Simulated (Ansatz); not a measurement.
MgO (rock salt) is sheared across one {100} plane: the third cell vector gains the shift, so faults repeat every 6.4 Å. The cut lies between planes 2.13 Å apart; the cell height is held.

```
MgO
1.0
    3.00785     0.00000     0.00000
    0.00000     3.00785     0.00000
    1.50393     1.50393     6.38062
O Mg
3 3
Direct
  0.00000   0.00000   0.83333
  0.33333   0.33333   0.16667
  0.66667   0.66667   0.50000
  0.50000   0.50000   0.83333
  0.83333   0.83333   0.16667
  0.16667   0.16667   0.50000
```

In-plane vectors a = (3.008, 0.000) Å, b = (0.000, 3.008) Å, area 9.05 Å². The shift is s times the vector a (length 3.008 Å), so s = 1 restores the start. The shift is rigid: no atom relaxes. γ = [E(shift) − E(0)] / area.

Method: PBE (plane waves to 420 eV, PAW, scalar-relativistic; Ansatz, a first-principles code). k mesh 9×9×9 (Γ-centred), Fermi-Dirac smearing 0.05 eV. E is the zero-smearing estimate. Faults lie only 6.4 Å apart, and holding the cell height and the atoms raises γ above its relaxed value. MgO was relaxed with its symmetry unable to fall. The zero of γ is zero shift.

```csv
s,γ (mJ/m²)
0.000,0
0.083,190
0.167,725
0.250,1489
0.333,2295
0.417,withheld
0.500,3145
0.583,withheld
0.667,2295
0.750,1489
0.833,725
0.917,190
```

Task: Fit a Fourier form (three harmonics of 1 − cos and sin) to the given rows and predict γ at s = 0.417.

Result: Least squares on the 10 given rows: γ = (1571.8)·[1 − cos(2πs)] + (-41.7)·[1 − cos(4πs)], in mJ/m²; root-mean-square residual 0.9 mJ/m². At 0.417 the fit gives 2912 mJ/m²; the calculation gives 2913 mJ/m², so the interpolation is off by -1 (-0.0 %). 

(The slope of γ gives the shear force per area between the displaced halves; near zero shift its curvature is an elastic stiffness.)
